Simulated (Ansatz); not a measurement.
Nb (bcc (W type)), relaxed and computed with several functionals in Ansatz (plane waves, PAW). Much of their spread follows the volume that each gives.

| functional | V (Å³/atom) | B₀ by P(V) fit (GPa) |
|---|---|---|
| LDA | 17.13 | 187 |
| PBE+D3(BJ) | 17.43 | 179 |
| r²SCAN+D4 | 17.91 | 174 |
| PBEsol | 17.48 | ? |

Q: Fit a straight line to ln B₀ against ln V and predict the withheld value.

A: Least squares on the 3 shown rows: ln B₀ = -1.57 × ln V + (9.685), with a scatter of 0.7 %. For PBEsol this gives 180. The run itself gave 181, a miss of 0.6 % of that.

All cells were relaxed under the symmetry of their starts (and spin orders); stability against distortions was not tested throughout. Rows with no word on spin ran without spin polarisation. Scalar-relativistic: spin–orbit coupling is off unless named, which matters more the heavier the elements.

Potentials: the later of the program's two PAW sets.

Ansatz (an electronic-structure program) is a plane-wave DFT program.
